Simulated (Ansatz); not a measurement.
### Question
Name crystals whose computed values (DFT-PBEsol in the program Ansatz with PAW potentials) fall in these windows: electron conductivity mass (mₑ) 0.82 to 0.96; gap (eV) 0.97 to 1.2.

### Answer


| crystal | electron conductivity mass (mₑ) | gap (eV) |
|---|---|---|
| CrCuO2, Cmcm (Cu on 4c, O on 8f, Cr on 4a) | 0.89 | 1.09 |
| CrCuO2, C2/m (Cu on 2a, Cr on 2d, O on 4i) | 0.91 | 1.16 |
Others may fit too.

Spin orders computed, not proven ground states: CrCuO2, Cmcm (Cu on 4c, O on 8f, Cr on 4a) antiferromagnetic; CrCuO2, C2/m (Cu on 2a, Cr on 2d, O on 4i) antiferromagnetic. Standing as an ambient phase not checked: CrCuO2, Cmcm (Cu on 4c, O on 8f, Cr on 4a). All cells were relaxed under the symmetry of their starts (and spin orders); stability against distortions was not tested throughout. No Hubbard U is applied.

Potentials: the later of the program's two PAW sets.
